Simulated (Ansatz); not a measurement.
Relax this structure to zero stress and force, keeping its symmetry:

```cif
data_structure
_symmetry_space_group_name_H-M 'I4/mmm'
_symmetry_Int_Tables_number 139
_cell_length_a 4.8656
_cell_length_b 4.8656
_cell_length_c 9.8640
_cell_angle_alpha 90.000
_cell_angle_beta 90.000
_cell_angle_gamma 90.000
_cell_volume 233.52
loop_
_atom_site_label
_atom_site_type_symbol
_atom_site_symmetry_multiplicity
_atom_site_Wyckoff_symbol
_atom_site_fract_x
_atom_site_fract_y
_atom_site_fract_z
_atom_site_occupancy
Sn1 Sn 2 b 0.50000 0.50000 0.00000 1
Sn2 Sn 4 d 0.50000 0.00000 0.25000 1
Bi1 Bi 2 a 0.00000 0.00000 0.00000 1
```

The calculation used Ansatz 0.2.0, DFT PBEsol, scalar-relativistic, plane waves, PAW.

Plane waves to 420 eV, a k mesh through Γ of 12×12×12 on the computed 4-atom cell and Gaussian smearing (0.10 eV); no spin polarisation.

What does it relax to?

The volume falls by 1.56 Å³/atom to 27.63 Å³/atom, and the energy falls by 13.6 meV/atom. Final structure:
Space group I4/mmm (No. 139). a = 4.776 Å, b = 4.776 Å, c = 9.692 Å, α = 90.00°, β = 90.00°, γ = 90.00°
```
atom site symmetry x y z
  Sn    2b     4/mmm  0.5000  0.5000  0.0000
  Sn    4d      -4m2  0.5000  0.0000  0.2500
  Bi    2a     4/mmm  0.0000  0.0000  0.0000
```

Course of the relaxation (steps run on the plane waves of an earlier cell, and the basis is chosen afresh near the end, so energy and pressure can step there; trial steps that raised the energy were taken back; energies are free energies):

| step | E − E_final (meV/atom) | P (GPa) | V (Å³/atom) |
| --- | --- | --- | --- |
| 1 | 13.6 | -2.67 | 29.19 |
| 2 | 0.9 | 0.93 | 27.19 |
| 3 | -0.3 | -0.09 | 27.68 |
| 4 | -0.3 | 0.00 | 27.63 |
| 5 | 0.0 | 0.00 | 27.63 |

Spin–orbit coupling is left out, which can shift energies with elements as heavy as these.

Cost: 1 run of about 3.4 core-minutes, on Intel Xeon Processor @ 2.70GHz (shared hosts).